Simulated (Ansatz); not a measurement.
GaCuSe₂:
```
CELL_PARAMETERS angstrom
     -2.80414     2.80414     5.54874
      2.80414    -2.80414     5.54874
      2.80414     2.80414    -5.54874
ATOMIC_POSITIONS crystal
  Cu 0.75000 0.25000 0.50000
  Cu 0.00000 0.00000 0.00000
  Ga 0.25000 0.75000 0.50000
  Ga 0.50000 0.50000 0.00000
  Se 0.12134 0.12500 0.49634
  Se 0.62866 0.62500 0.50366
  Se 0.37500 0.87866 0.00366
  Se 0.87500 0.37134 0.99634
```

Plane-wave PAW r²SCAN (Ansatz code) gives a gap of 0.57 eV without spin–orbit coupling, maximum at Γ, minimum at Γ.

Task: What happens when spin–orbit coupling is switched on?

Result: The gap decreases by 0.03 eV, to 0.54 eV; maximum at Γ, minimum at Γ.

Task: Give the electron effective mass with spin–orbit coupling.

Result: 0.069, 0.077, 0.077 mₑ (principal values).

Space group I-42d (chalcopyrite). Symmetry was held in the r²SCAN relaxation. No spin polarisation was allowed.

Potentials: the later of the program's two PAW sets.
